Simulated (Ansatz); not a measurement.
The elements of this relaxed trial crystal are hidden behind letters.

```
lattice vectors (Å)
   2.1476    1.2399    3.7960
  -2.1476    1.2399    3.7960
   0.0000   -2.4799    3.7960
fractional positions
X 0.0000 0.0000 0.0000
Z 0.0000 0.5000 0.0000
Z 0.5000 0.0000 0.0000
Z 0.0000 0.0000 0.5000
Z 0.3624 0.3624 0.3624
Z 0.6376 0.6376 0.6376
```

Computed with Ansatz 0.2.0, DFT PBE, scalar-relativistic, plane waves, PAW. Settings of the last relaxation (6-atom cell): 420 eV, 12×12×12 k points, Gaussian smearing of 0.10 eV, no spin polarisation.

* Space group: R-3m (No. 166)
* Conventional cell: a = 4.295 Å, c = 11.388 Å
* Volume per atom: 10.11 Å³
* Density: 5.85 g/cm³
* Energy over the elements: −1.20 eV/atom
* Gap on the 12×12×12 mesh of the 6-atom cell: 0 eV (a metal)

Energies are uncorrected and count from the elements' standard states at the same level.

Task: X is a p-block element of period 5 and Z is a p-block element of period 2. Which elements are they?

Result: X = Sn, Z = F, so the formula is SnF5. Density times volume gives a mean mass of 5.85 × 10.11/1.6605 = 35.6 u per atom, and this set has 35.6 u. Among the elements that the hints allow, noble gases aside, only these give it. Sn has 6 F at 2.27 Å and 6 F at 2.50 Å; F on a site of symmetry 2/m is surrounded by 4 F at 2.15 Å, 2 Sn at 2.27 Å and 6 F at 2.55–2.66 Å; F on a site of symmetry 3m has 3 Sn at 2.50 Å, 12 F at 2.55–2.66 Å and 1 F at 3.13 Å.

An odd number of electrons in the primitive cell allows no gap without spin; a larger cell or a magnetic state could open one. The cell is a metal run without spin; a magnetic state may lie lower. A structure relaxed within its symmetry needn't be a true minimum. Another cell of SnF5 relaxed alike, in P4/mmm, lies 0.47 eV/atom lower, so this cell isn't the stable form at this level.
